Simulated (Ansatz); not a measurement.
**Relaxing a structure of SrO**

The start is a relaxed SrO cell with every coordinate shifted by Gaussian noise of σ = 0.1 Å. The cell and all atomic positions are relaxed at zero pressure with PBEsol (plane waves to 420 eV, PAW, scalar-relativistic; Ansatz, a program for electronic structure). The first steps use a coarse 8×8×8 k-mesh.

Input geometry:
```
SrO
1.0
    0.00000     2.56110     2.56110
    2.56110     0.00000     2.56110
    2.56110     2.56110     0.00000
O Sr
1 1
Cartesian
  0.00367   0.16527   0.01923
  2.38462   2.57709   2.49659
```

Task: Does it find its way back to the structure it was made from?

Result: It returns to the parent structure, Fm-3m (No. 225).

Task: How do the shortest distances between atoms change?

Result: The closest pairs of elements (up to four, under 3.6 Å), start → end: O–Sr 2.39 → 2.56 Å.

Relaxed structure:

```cif
data_O4Sr4
_chemical_formula_sum 'O4 Sr4'
_space_group_name_H-M_alt 'Fm-3m'
_space_group_IT_number 225
_space_group_name_Hall '-F 4 2 3'
_cell_length_a 5.12234
_cell_length_b 5.12234
_cell_length_c 5.12234
_cell_angle_alpha 90.000
_cell_angle_beta 90.000
_cell_angle_gamma 90.000
loop_
_atom_site_label
_atom_site_type_symbol
_atom_site_symmetry_multiplicity
_atom_site_Wyckoff_symbol
_atom_site_fract_x
_atom_site_fract_y
_atom_site_fract_z
_atom_site_occupancy
O1 O 4 b 0.50000 0.50000 0.50000 1
Sr1 Sr 4 a 0.00000 0.00000 0.00000 1
```
(The calculation used a cell of 2 atoms; values per cell refer to that cell.)

Final values are on a 11×11×11 k-mesh of the relaxed cell. No spin polarisation in the result.
